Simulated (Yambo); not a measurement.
MgS (rock salt, space group Fm-3m, No. 225), G0W0@LDA in Yambo; all else as in the reference (6×6×6 Γ-centred k mesh, bands 5 to 80 and a 10 Ry block in the screening, 80 bands in G with the Bruneval-Gonze terminator, plasmon pole fitted at 27.2 eV). One parameter is varied: the cutoff of the exchange sum, over 5, 10, 20, 40, 84 Ry.

Q: From which value on does the gap Γ → X stay within 0.05 eV of the largest setting?

A: From 40 Ry on.
```
cutoff of the exchange sum (Ry)  G0W0 gap (eV)  valence shift (eV)
-------------------------------  -------------  ------------------
5                                         5.26               -0.78
10                                        5.20               -1.02
20                                        4.91               -1.08
40                                        4.69               -1.10
84                                        4.66               -1.11
```
The last step of the sweep still moves the gap by 32 meV; the other settings are held fixed.

Geometry relaxed with LDA; primitive cell a = b = c = 3.6284 Å, α = β = γ = 60.00°.

A shift is the quasiparticle energy of the state minus its LDA energy.
